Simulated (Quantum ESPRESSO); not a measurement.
**Convergence of NMR parameters in MgF2**

```yaml
crystal:
  lattice:
    - [4.61520, 0.00000, 0.00000]
    - [0.00000, 4.61520, 0.00000]
    - [0.00000, 0.00000, 3.04778]
  atoms:
    - { symbol: Mg, position: [0.50000, 0.50000, 0.50000] }
    - { symbol: Mg, position: [0.00000, 0.00000, 0.00000] }
    - { symbol: F, position: [0.69708, 0.69708, 0.00000] }
    - { symbol: F, position: [0.30292, 0.30292, 0.00000] }
    - { symbol: F, position: [0.80292, 0.19708, 0.50000] }
    - { symbol: F, position: [0.19708, 0.80292, 0.50000] }
```
The geometry is a computed Materials Project entry, not a measured one. It is MgF2 in P4₂/mnm. Stability against distortions was not tested.

Method: σ by GIPAW with PBE in a modified build of Quantum ESPRESSO, on JTH PAW datasets. The cutoff rises from row to row, with the meshes as listed. Costs are rough, from a shared machine. Shieldings are absolute and leave out the bulk-susceptibility term; a larger σ means a smaller chemical shift. The datasets of Mg hold no d projectors, which limits absolute σ on these atoms. The structure is static (0 K, no zero-point motion).

```tsv
setting	cutoff (Ha)	k-mesh	σ_iso Mg (ppm)	σ_iso F (ppm)	f-sum rule missed by (%)	rough cost ratio
A	15.5	3×3×4 through Γ	563.4	355.0	0.27	about 1
B	17.5	2×2×3 shifted	562.2	364.2	0.31	0.3
C	22.5	3×3×5 shifted	556.7	354.7	0.00	2
D	32.5	4×4×7 shifted	556.5	353.7	0.00	8
```

Largest change from the last row but one to the last: σ_iso F (ppm) by -1.0.
